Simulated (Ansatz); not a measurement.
Nb₃Au:
```cif
data_Au2Nb6
_chemical_formula_sum 'Nb6 Au2'
_space_group_name_H-M_alt 'Cmmm'
_space_group_IT_number 65
_space_group_name_Hall '-C 2 2'
_cell_length_a 3.41073
_cell_length_b 4.31453
_cell_length_c 9.17810
_cell_angle_alpha 90.000
_cell_angle_beta 90.000
_cell_angle_gamma 90.000
loop_
_atom_site_label
_atom_site_type_symbol
_atom_site_symmetry_multiplicity
_atom_site_Wyckoff_symbol
_atom_site_fract_x
_atom_site_fract_y
_atom_site_fract_z
_atom_site_occupancy
Nb1 Nb 4 l 0.00000 0.50000 0.24809 1
Nb2 Nb 2 d 0.50000 0.50000 0.50000 1
Au1 Au 2 a 0.00000 0.00000 0.00000 1
```
(The calculation used a cell of 4 atoms; values per cell refer to that cell.)

Relaxed at zero pressure with DFT-LDA in the program Ansatz with PAW potentials.

The volume is lowered by 6 % and shape and atoms relax at that volume. What pressure results, and how do the axes share the change?

14.2 GPa; a -2.4 %, b -2.0 %, c -1.7 %; the energy rises by 42 meV/atom.

Give the new structure.


Space group Cmmm (No. 65); a = 3.328 Å, b = 4.230 Å, c = 9.018 Å, α = β = γ = 90.00°

```
atom  site  symmetry       x       y       z
----  ----  --------  ------  ------  ------
Nb      4l       mm2  0.0000  0.5000  0.2482
Nb      2d       mmm  0.5000  0.5000  0.5000
Au      2a       mmm  0.0000  0.0000  0.0000
```

The phase is kept; no other phase was compared at this pressure.

The workflow started from a Materials Project entry (that database holds measured and hypothetical structures alike); the Crystallography Open Database copy checked does not list it. COD files the formula under space group No. 223. With Nb and Au taken as one species the cell has the higher symmetry I4/mmm, so it may be an ordered model of a mixed-site phase. Its standing as an ambient phase is unchecked. Symmetry was held in the LDA relaxation; whether a distortion lowers the energy is not shown. No spin polarisation was allowed. Axis ratios of metals converge slowly with the k-mesh, so a and c are less sure than the volume. Scalar-relativistic: spin–orbit coupling is off unless named, which matters more the heavier the elements.

Potentials: the later of the program's two PAW sets.
